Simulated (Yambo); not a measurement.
BaZnAsF (space group P4/nmm, No. 129), G0W0@LDA in Yambo; all else as in the reference (2×2×1 Γ-centred k mesh, bands 9 to 277 and a 7 Ry block in the screening, 277 bands in G with the Bruneval-Gonze terminator, plasmon pole fitted at 27.2 eV). One parameter is varied: the cutoff of the exchange sum, over 5, 10, 20, 40, 84 Ry.

### Question
From which value on does the gap Γ → Γ stay within 0.05 eV of the largest setting?

### Answer
From 40 Ry on.
| cutoff of the exchange sum (Ry) | G0W0 gap (eV) | valence shift (eV) |
|---|---|---|
| 5 | 1.20 | 1.05 |
| 10 | 1.37 | 0.38 |
| 20 | 1.46 | -0.16 |
| 40 | 1.41 | -0.49 |
| 84 | 1.40 | -0.60 |
The last step of the sweep still moves the gap by 14 meV; the other settings are held fixed.

The standard potential for As keeps a d shell in the valence without the s and p states of that shell. In tests on such compounds this moved G0W0 gaps by up to about 0.9 eV, so absolute quasiparticle energies here are unreliable; differences between settings are what counts.

Spin-orbit coupling is not included.

Geometry of the Materials Project entry, not relaxed at this level; primitive cell a = 4.299 Å, b = 4.299 Å, c = 9.622 Å, α = 90.00°, β = 90.00°, γ = 90.00°.

The structure is a Materials Project entry; no match was found in the copy of COD used, and its stability was not checked.

A shift is the quasiparticle energy of the state minus its LDA energy.
